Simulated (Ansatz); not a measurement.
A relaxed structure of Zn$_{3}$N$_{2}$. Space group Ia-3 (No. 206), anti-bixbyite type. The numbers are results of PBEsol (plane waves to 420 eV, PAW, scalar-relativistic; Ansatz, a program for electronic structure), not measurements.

```cif
data_N32Zn48
_chemical_formula_sum 'N32 Zn48'
_space_group_name_H-M_alt 'Ia-3'
_space_group_IT_number 206
_space_group_name_Hall '-I 2b 2c 3'
_cell_length_a 9.68838
_cell_length_b 9.68838
_cell_length_c 9.68838
_cell_angle_alpha 90.000
_cell_angle_beta 90.000
_cell_angle_gamma 90.000
loop_
_atom_site_label
_atom_site_type_symbol
_atom_site_symmetry_multiplicity
_atom_site_Wyckoff_symbol
_atom_site_fract_x
_atom_site_fract_y
_atom_site_fract_z
_atom_site_occupancy
N1 N 8 b 0.25000 0.25000 0.25000 1
N2 N 24 d 0.00000 0.25000 0.48015 1
Zn1 Zn 48 e 0.10124 0.35009 0.12732 1
```
(The calculation used a cell of 40 atoms; values per cell refer to that cell.)

Question: Estimate the band gap that PBEsol returns for this input.

Answer: Zero (the bands touch at this level, without spin-orbit coupling).

No spin polarisation in the result.

The run could not lose the symmetry of its start.
